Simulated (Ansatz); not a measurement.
**FeRe₆Pb₂: settings compared (Ansatz)**

The command:

```bash
ansatz run input.yaml --threads 1 --pin off --max-ram 2560MiB --backend cpu --events-out ev --progress --plain --runs-dir out
```

Input:

```yaml
crystal:
  lattice:
    - [7.112246, 0.0, 0.0]
    - [-3.556123, 6.15939, 0.0]
    - [0.0, 0.0, 3.658845]
  atoms:
    - { symbol: Pb, position: [0.3333, 0.6667, 0.0] }
    - { symbol: Pb, position: [0.6667, 0.3333, 0.0] }
    - { symbol: Re, position: [0.242, 0.0, 0.0] }
    - { symbol: Re, position: [0.758, 0.758, 0.0] }
    - { symbol: Re, position: [0.0, 0.242, 0.0] }
    - { symbol: Re, position: [0.597, 0.0, 0.5] }
    - { symbol: Re, position: [0.403, 0.403, 0.5] }
    - { symbol: Re, position: [0.0, 0.597, 0.5] }
    - { symbol: Fe, position: [0.0, 0.0, 0.5] }
  symmetry: { tolerance: 0.0003 }
kpoints:
  mp_grid: { grid: [3, 3, 5], shift: [0, 0, 0] }
magnetization:
  spin_polarized: false
scf:
  occupations: { method: fermi_dirac }
hamiltonian:
  pseudopotentials: { kind: paw }
  xc: pbe
basis:
  ecutwfc: 420
output:
  forces: true
  stress: true
  eigenvalues: true
```

Origin of the cell: a known structure type with other elements, at an estimated volume, so it need not be a known compound.

The smearing width isn't typed, so it takes its default of 0.1 eV.

Output of this run (shortened):

```
Warning: the atoms were moved onto the symmetric positions of the space group found under crystal.symmetry.tolerance 3.0e-4 (fractional; no operation is sought that the atoms, as they stand i […]
Pseudopotentials: kind: paw
Pseudopotential: Pb, paw, valence charge 14, recommended cutoff 420 eV (normal), Pb.paw.azcp
Pseudopotential: Re, paw, valence charge 15, recommended cutoff 420 eV (normal), Re.paw.azcp
Pseudopotential: Fe, paw, valence charge 16, recommended cutoff 420 eV (normal), Fe.paw.azcp
Functional definition: PBE
  exchange = pbe_x(kappa = kappa, mu = beta*pi^2/3)
  correlation = pbe_c(beta = beta)
Crystal: 9 atoms, lattice volume = 160.283 Å³
Basis set: ecut = 420 eV, 3115 PW (Γ), exchange–correlation on 96×96×50 points (8 copies of the dense FFT grid, shifted against one another)
Bands: 81, of which v1, the nominal top of the filled ones, is band 67 counted from 1 (66 counted from 0)
Symmetry: 12 space group operations
[… 8 lines left out …]
Initial density: superposition of atomic densities (neutral atoms: chi_scale 0, normalization atom), corrected by the library's trained network
Functional: x = pbe(κ = 0.804, μ = 0.219515), c = pbe(β = 0.066725)
SCF iter   1: F=—  HF=-93490.472083 eV  Δρ=9.71e-3  dr2=1.81e-1
SCF iter   2: F=—  HF=-93490.460956 eV  Δρ=4.88e-3  dr2=5.22e-2
SCF iter   3: F=—  HF=-93490.458761 eV  Δρ=7.69e-4  dr2=1.16e-3
SCF iter   4: F=—  HF=-93490.458656 eV  Δρ=3.05e-4  dr2=1.78e-4
SCF iter   5: F=—  HF=-93490.458637 eV  Δρ=1.02e-4  dr2=1.43e-5
SCF iter   6: F=—  HF=-93490.458636 eV  Δρ=2.28e-5  dr2=1.11e-6
SCF iter   7: F=—  HF=-93490.458636 eV  Δρ=1.04e-5  dr2=2.11e-7
SCF iter   8: F=-93490.458636 eV  HF=-93490.458636 eV  Δρ=3.67e-6  dr2=1.69e-8
SCF 1 converged in 8 iterations: F = -93490.458636 eV  dr2 = 1.69e-8
SCF converged after 8 iterations
Free energy (F): -93490.458636 eV
Harris-Foulkes:  -93490.458636 eV  (|F-HF|=1.33e-8)
Internal energy: -93490.055555 eV  (E = F + TS)
E sigma→0 (E₀):  -93490.257095 eV
Entropy (-TS):   -0.403081 eV (-44.787 meV/atom)
Fermi energy:    18.840029 eV
--- Per-component energies (eV) ---
  E_band       = -977.427107
  E_kinetic    = 4151.379273
  E_local      = -10001.803010  (includes V_loc(G=0)·N_el)
  E_nonlocal   = 1225.103880
  E_hartree    = 3856.887041
  E_xc         = -2961.614733
  E_vxc        = -2215.193337  (∫ρ·V_xc dr)
  E_paw        = -74146.973192  (= ΣΔE_a)
  E_vpaw       = -1850.681538  (= ΣTr[D̂ρ^β])
  E_aug_tail   = 0.000393  (compensation charges beyond the density's cutoff)
  E_ewald      = -15613.035207
  E_smearing   = -0.403081  (= −TS)
  Σ components = -93490.458636   (vs F -93490.458636, Δ=0.00e0)
--- Forces (eV/Å), atoms counted from 1 ---
  atom   1  Pb    -0.000000     0.000000     0.000000
  atom   2  Pb     0.000000    -0.000000     0.000000
  atom   3  Re    -2.742693     0.000000     0.000000
  atom   4  Re     1.371347     2.375242     0.000000
  atom   5  Re     1.371347    -2.375242     0.000000
  atom   6  Re     2.596186    -0.000000     0.000000
  atom   7  Re    -1.298093    -2.248363     0.000000
  atom   8  Re    -1.298093     2.248363     0.000000
  atom   9  Fe    -0.000000    -0.000000     0.000000
  max |Σ_I F_I| component: 1.32e-15 eV/Å
--- Stress (GPa, compression-positive) ---
      -13.248743       0.000000      -0.000000
        0.000000     -13.248743      -0.000000
       -0.000000      -0.000000     -14.611840
  P = ⅓ Tr σ = -13.7031 GPa (-137.031 kbar)
```

The same input was run again with these changes:

1. `hamiltonian.pseudopotentials` { kind: paw } → { kind: nc, accuracy: standard }; `scf.eigensolver.kind` default → davidson; `basis.precision` default → f64
2. `scf.algorithm` default → density_mixing; `scf.eigensolver.kind` default → davidson
3. `kpoints.mp_grid.grid` [3, 3, 5] → [1, 1, 2]
4. `crystal.symmetry` { tolerance: 0.0003 } → { detect: false }

```
 run        end  SCF iterations  P (GPa)  max force component (eV/Å)  moment (μB)  ΔE(σ→0) (meV/atom)
base  converged               8   -13.70                       2.743            –                   0
   1  converged              14   -17.04                       3.350            –                   –
   2  converged               8   -13.70                       2.743            –                0.00
   3  converged              10   -11.32                       2.711            –              115.85
   4  converged               8   -13.70                       2.744            –                0.00
```

Energies are compared only where functional, datasets, charge and starting cell are the same.

Not properties of the system: run 3 (too coarse or loose: `kpoints.mp_grid.grid` = [1, 1, 2]).

Caveats of the base run: no spin polarisation, so a magnetic state may lie lower; no spin-orbit coupling, though heavy elements are present; the k mesh is coarse if the cell is a metal.

Run 1: the cutoff lies below the datasets' advice.

The base run ran for 8.9 s of wall time on 1 CPU thread(s) of a shared host, from the program's own first density.
